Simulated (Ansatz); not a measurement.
Here is the system:

In$_{2}$Au (fluorite or antifluorite type, Fm-3m), a = b = c = 6.536 Å, α = β = γ = 90.00°; the cell used has 3 atoms.

This is the PBEsol-relaxed structure.

Q: All from PBEsol (plane waves, PAW; program Ansatz), unless another level is named. Predict the density of states at the Fermi level.

A: 0.35 states/eV per atom (mean over ±0.08 eV).

Q: And the formation energy from the elements (no fitted shifts)?

A: -0.25 eV/atom.

Q: Predict the gap with spin–orbit coupling.

A: none (metallic).

The first step of the workflow began from a Materials Project structure, measured or hypothetical; the Crystallography Open Database files this formula in space group No. 225, but the cells were not matched. Its standing as an ambient phase is unchecked. Symmetry was held in the PBEsol relaxation; of distortions, only those at the zone centre were tested. The references are the lowest solids computed at this level, not always the standard phases. Scalar-relativistic: spin–orbit coupling is off unless named, which matters more the heavier the elements.

Potentials: the later of the program's two PAW sets.
